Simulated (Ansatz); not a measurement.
Here is an unrelaxed guess for Be4Se.

```cif
data_structure
_symmetry_space_group_name_H-M 'Cmmm'
_symmetry_Int_Tables_number 65
_cell_length_a 6.0349
_cell_length_b 6.3371
_cell_length_c 2.7096
_cell_angle_alpha 90.000
_cell_angle_beta 90.000
_cell_angle_gamma 90.000
_cell_volume 103.63
loop_
_atom_site_label
_atom_site_type_symbol
_atom_site_symmetry_multiplicity
_atom_site_Wyckoff_symbol
_atom_site_fract_x
_atom_site_fract_y
_atom_site_fract_z
_atom_site_occupancy
Be1 Be 4 j 0.50000 0.68940 0.50000 1
Be2 Be 4 g 0.28520 0.00000 0.00000 1
Se1 Se 2 a 0.00000 0.00000 0.00000 1
```

The calculation used DFT PBE, scalar-relativistic, plane waves, PAW (Ansatz 0.2.0). Cutoff 420 eV; k points 4×4×6 on the computed 5-atom cell (Γ-centred); Gaussian smearing, width 0.10 eV; no spin polarisation.

The zero of energy is the elements' standard structures at the same level; no fitted shifts are applied.

Q: Estimate its pressure, forces and energy as it stands.

A: The pressure is 72.8 GPa (the mean over three directions, positive in compression), the largest force is 9.85 eV/Å, and the energy is +2.42 eV/atom against the elements. The shortest distance is 1.72 Å.

Q: How much does it gain on relaxing, and where does it end?

A: Relaxing gains about 2.0 eV/atom (the start's value is from the coarse mesh, so the gain is rough) in 22 ionic steps and ends at +0.47 eV/atom on the finer mesh. The symmetry stays Cmmm (No. 65). The volume per atom grows by 20.0 %, from 10.4 to 12.4 Å³. The shortest distance goes from 1.72 Å (Be–Se) to 1.92 Å (Be–Be). Conventional cell: a = 5.356 Å, b = 6.718 Å, c = 3.458 Å. Be on a site of symmetry 2mm has 1 Be at 1.92 Å, 4 Be at 2.25 Å and 2 Se at 2.44 Å; Be on a site of symmetry m2m is surrounded by 5 Be at 2.12–2.25 Å, 1 Se at 2.30 Å and 2 Se at 2.88 Å; Se has 2 Be at 2.30 Å, 4 Be at 2.44 Å and 4 Be at 2.88 Å.

The last run used a 10×10×12 mesh (in the run's order of axes) for its 5-atom cell and Gaussian smearing of 0.10 eV. The reference form of Se is held partly by dispersion forces, which this level lacks. The relaxation can't lower the symmetry of the start. Symmetry constrained the relaxation, so the result can be a saddle point.
